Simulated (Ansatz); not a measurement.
## NbPb: from a first guess to the relaxed L10 type

First guess:

```
CELL_PARAMETERS angstrom
3.29324 0.00000 0.00000
0.00000 3.29324 0.00000
0.00000 0.00000 4.47881
ATOMIC_POSITIONS crystal
Nb 0.00000 0.00000 0.00000
Pb 0.50000 0.50000 0.50000
```

Level of theory: DFT, r2SCAN, PAW with Ansatz's default frozen-core files, scalar-relativistic in Ansatz 0.2.0.

Cell and atoms relax within the symmetry of the start on a 10×10×8 k mesh with 0.05 eV Fermi–Dirac smearing.

The start is built from a prototype, known or not as a phase of this compound; the cutoff is 500 eV.

Spin polarisation is left out, and whether a magnetic state lies lower isn't shown here.

No spin–orbit coupling, which matters for the heavy atoms here.

Question: What is the pressure of the first guess?

Answer: -10.87 GPa.

Question: What does it relax to?

Answer: a = 3.422 Å, b = 3.422 Å, c = 3.573 Å, α = 90.00°, β = 90.00°, γ = 90.00° (conventional cell), 20.93 Å³ per atom:
Space group P4/mmm (No. 123). a = 3.422 Å, b = 3.422 Å, c = 3.573 Å, α = 90.00°, β = 90.00°, γ = 90.00°
| atom | site | symmetry | x | y | z |
| --- | --- | --- | --- | --- | --- |
| Nb | 1a | 4/mmm | 0.0000 | 0.0000 | 0.0000 |
| Pb | 1d | 4/mmm | 0.5000 | 0.5000 | 0.5000 |

Question: How much energy does the relaxation release?

Answer: 197 meV/atom.
